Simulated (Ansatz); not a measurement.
The relaxed structure here is a generated cell of SnO: the first start was made by placing the elements on the sites of a structure type, and the end was not matched to a known phase here, so it may be hypothetical. Known forms of SnO include space group No. 129.

A relaxed cell of SnO (Cmmm (No. 65)), relaxed on a k-mesh at least as fine as the one used below. Calculation: PBE (plane waves to 420 eV, PAW, scalar-relativistic; Ansatz, a quantum-chemistry and plane-wave program). Γ-centred k-mesh 7×7×11 on the run's cell (coarser than for final values), Fermi–Dirac smearing 0.05 eV.

```yaml
crystal:
  lattice:
    - [3.22882, -3.65225, 0.00000]
    - [3.22882, 3.65225, 0.00000]
    - [0.00000, 0.00000, 2.97665]
  atoms:
    - { symbol: Sn, position: [0.27765, 0.27765, 0.00000] }
    - { symbol: Sn, position: [0.72235, 0.72235, 0.00000] }
    - { symbol: O, position: [0.32938, 0.67062, 0.50000] }
    - { symbol: O, position: [0.67062, 0.32938, 0.50000] }
```

The atoms are displaced along an unstable phonon of this cell by (Å):

```
atom      ux      uy     uz
----  ------  ------  -----
Sn1    0.000  -0.016  0.000
Sn2    0.000   0.016  0.000
O3     0.150   0.000  0.000
O4    -0.150   0.000  0.000
```

Task: What forces (eV/Å) and pressure result?

Result: 
```json
[
 {"atom": "Sn1", "Fx": "-0.16", "Fy": "-0.22", "Fz": "0.00"},
 {"atom": "Sn2", "Fx": "0.16", "Fy": "0.22", "Fz": "0.00"},
 {"atom": "O3", "Fx": "0.22", "Fy": "-0.04", "Fz": "0.00"},
 {"atom": "O4", "Fx": "-0.22", "Fy": "0.04", "Fz": "0.00"}
]
```

Pressure +0.6 GPa.

The undisplaced cell is probably no minimum: from this displacement the run went on to Pmma (No. 51), 0.24 eV/atom below it.

No spin polarisation in the result.
